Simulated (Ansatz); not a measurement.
HfN (Fm-3m), clamped-ion strain scan

Computed with DFT PBEsol, scalar-relativistic, plane waves, PAW in Ansatz 0.2.0. Cutoff 420 eV, Γ-centred 18×18×18 k-points, Gaussian smearing of 0.15 eV. Spin–orbit coupling is left out, which can shift energies with elements as heavy as these. No spin polarisation. Energies are free energies at this smearing, counted from the undisturbed cell; pressure is positive in compression.

The starting cell (as given, not relaxed at this level; it stands at -3.0 GPa):

```
CELL_PARAMETERS angstrom
0.00000 2.25900 2.25900
2.25900 0.00000 2.25900
2.25900 2.25900 0.00000
ATOMIC_POSITIONS crystal
Hf 0.00000 0.00000 0.00000
N 0.50000 0.50000 0.50000
```

The cell is strained by ε times the Voigt pattern (1, -1, 0, 0, 0, 0) (xx, yy, zz, yz, xz, xy; engineering shear) with fractional coordinates fixed. The cell is metallic on the mesh throughout.

| ε | ΔE (meV/atom) |
| --- | --- |
| -0.0200 | 13.8 |
| -0.0100 | 3.4 |
| 0.0000 | 0.0 |
| 0.0025 | 0.2 |
| 0.0050 | 0.9 |
| 0.0075 | 1.9 |
| 0.0125 | 5.3 |
| 0.0150 | 7.7 |
| 0.0175 | 10.5 |

(1) Predict the stress summed along the pattern (GPa, tension positive) at each point.

Answers

(1)
```
      ε  stress summed along the pattern (GPa, tension positive)
-0.0200                                                   -19.55
-0.0100                                                    -9.58
 0.0000                                                     0.00
 0.0025                                                     2.38
 0.0050                                                     4.76
 0.0075                                                     7.16
 0.0125                                                    12.02
 0.0150                                                    14.49
 0.0175                                                    17.00
```